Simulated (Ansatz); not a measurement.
ZrGe:
```yaml
crystal:
  lattice:
    - [0.00000, 2.73940, 2.73940]
    - [2.73940, 0.00000, 2.73940]
    - [2.73940, 2.73940, 0.00000]
  atoms:
    - { symbol: Ge, position: [0.00000, 0.00000, 0.00000] }
    - { symbol: Zr, position: [0.50000, 0.50000, 0.50000] }
```

Relaxed with PBE. Special points in fractions of this cell's reciprocal vectors: Γ (0.000, 0.000, 0.000); X (0.500, 0.000, 0.500); U (0.625, 0.250, 0.625); K (0.375, 0.375, 0.750); L (0.500, 0.500, 0.500); W (0.500, 0.250, 0.750).

List the band energies nearest the Fermi level at these points for PBE (plane waves, PAW; program Ansatz).

In eV from the Fermi level; about four levels below and three above (degenerate sets whole), none deeper than 8.9 eV; points with the same levels are listed once.

```json
[
 {"k": "Γ", "below": "–", "above": "0.16 0.16 0.16"},
 {"k": "X", "below": "-8.48 -2.82 -1.63", "above": "0.24 0.24 1.88"},
 {"k": "U", "below": "-8.11 -2.95 -2.73 -1.24", "above": "0.79 2.51 3.34"},
 {"k": "L", "below": "-7.70 -4.85 -2.18 -2.18", "above": "2.30 2.30 3.17"},
 {"k": "W", "below": "-8.05 -2.58 -2.58 -2.27", "above": "2.29 2.29 2.97"}
]
```

Space group Fm-3m (rock salt). A made-up cell: these elements were put on the sites of a structure type; neither database checked (COD, Materials Project) lists it. Its standing as an ambient phase is unchecked. Symmetry was held in the PBE relaxation; whether a distortion lowers the energy is not shown. No spin polarisation was allowed. Spin–orbit coupling is left out wherever it is not named.

Potentials: the later of the program's two PAW sets.
